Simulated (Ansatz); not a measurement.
CdTe:
```
CdTe
1.0
    0.00000     3.28201     3.28201
    3.28201     0.00000     3.28201
    3.28201     3.28201     0.00000
Te Cd
1 1
Cartesian
  4.92301   4.92301   4.92301
  0.00000   0.00000   0.00000
```

Relaxed with HSE06. Special points in fractions of this cell's reciprocal vectors: Γ (0.000, 0.000, 0.000); X (0.500, 0.000, 0.500); U (0.625, 0.250, 0.625); K (0.375, 0.375, 0.750); L (0.500, 0.500, 0.500); W (0.500, 0.250, 0.750).

**Question.** List the band energies nearest the valence-band maximum at these points for the program Ansatz at the HSE06 level (PAW).

**Answer.** In eV from the valence-band maximum; about four levels below and three above (degenerate sets whole), none deeper than 8.9 eV; points with the same levels are listed once.

```
k                    below                above
-  -----------------------  -------------------
Γ           0.00 0.00 0.00  1.50 5.49 5.49 5.49
X  -8.68 -4.41 -1.86 -1.86       3.36 3.46 9.69
U  -8.65 -4.28 -2.56 -1.54       3.68 5.33 8.22
L  -8.86 -4.51 -0.77 -0.77       2.60 6.06 6.06
W  -8.61 -4.25 -2.35 -2.17       5.11 5.43 6.46
```

Space group F-43m (zinc blende). The cell was relaxed with HSE06 under the symmetry of its start. The hybrid was solved on a coarse mesh, the path and, where they were found, the r²SCAN edge points; its band edges are the extreme levels among these. Spin–orbit coupling is left out wherever it is not named.

Potentials: the later of the program's two PAW sets.
